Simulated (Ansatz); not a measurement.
# Nb: from a starting cell to a relaxed one

The start is a relaxed Nb cell displaced along its unstable phonon at q = (½, 0, 0) of its primitive reciprocal cell (120i cm⁻¹), largest move 0.15 Å. Cell shape, volume and atoms are optimised at zero target pressure with PBEsol (plane waves to 420 eV, PAW, scalar-relativistic; Ansatz, a quantum-chemistry and plane-wave program). First-step values are on the input's coarse k-mesh.

Ansatz input (later rounds restart from its end on a renewed k-mesh):
Ansatz 0.2 input:
```yaml
crystal:
  lattice:
    - [5.6669500714, 0.0000000001, 0]
    - [-1.4167375179, 2.4538613619, 0]
    - [0, 0, 2.6905152618]
  atoms:
    - { symbol: Nb, position: [0, 0, 0.0557514028] }
    - { symbol: Nb, position: [0.5, 1, -0.0557514028] }
basis: { ecutwfc: 420, ecutrho_ratio: 4, xc_grid: 2, fft_grid_basis: typed }
kpoints: { mp_grid: { grid: [13, 13, 12] } }
hamiltonian:
  xc: pbesol
  dispersion: none
  pseudopotentials: { kind: paw }
scf: { occupations: { method: fermi_dirac, width: 0.05 } }
relax: { f_tol: 0.01, max_steps: 100, cell: { stress_tol: 0.02 } }
output: { forces: true, stress: true }
```

Q: Which atoms feel the largest initial force, and how large is it?

A: 0.67 eV/Å, on Nb1, Nb2 (atoms numbered as listed).

Q: How does the volume per atom move from start to end?

A: -4.6 %, from 18.71 to 17.84 Å³/atom.

Q: Is the parent structure recovered?

A: It does not go back: it reaches I4/mmm (No. 139), 0.49 eV/atom below the parent.

Q: Give the final cell and atomic positions.

A: 
```cif
data_Nb2
_chemical_formula_sum 'Nb2'
_space_group_name_H-M_alt 'I4/mmm'
_space_group_IT_number 139
_space_group_name_Hall '-I 4 2'
_cell_length_a 2.71125
_cell_length_b 2.71125
_cell_length_c 4.85511
_cell_angle_alpha 90.000
_cell_angle_beta 90.000
_cell_angle_gamma 90.000
loop_
_atom_site_label
_atom_site_type_symbol
_atom_site_symmetry_multiplicity
_atom_site_Wyckoff_symbol
_atom_site_fract_x
_atom_site_fract_y
_atom_site_fract_z
_atom_site_occupancy
Nb1 Nb 2 a 0.00000 0.00000 0.00000 1
```
(The calculation used a cell of 1 atom; values per cell refer to that cell.)

Final values are on a 24×24×24 k-mesh of the relaxed cell. No spin polarisation in the result.

The run could not lose the symmetry of its start, so the end can be a saddle point.

The relaxed structure here is a generated cell of Nb: the first start was made by placing the elements on the sites of a structure type, and the end was not matched to a known phase here, so it may be hypothetical. Known forms of Nb include space group No. 229.
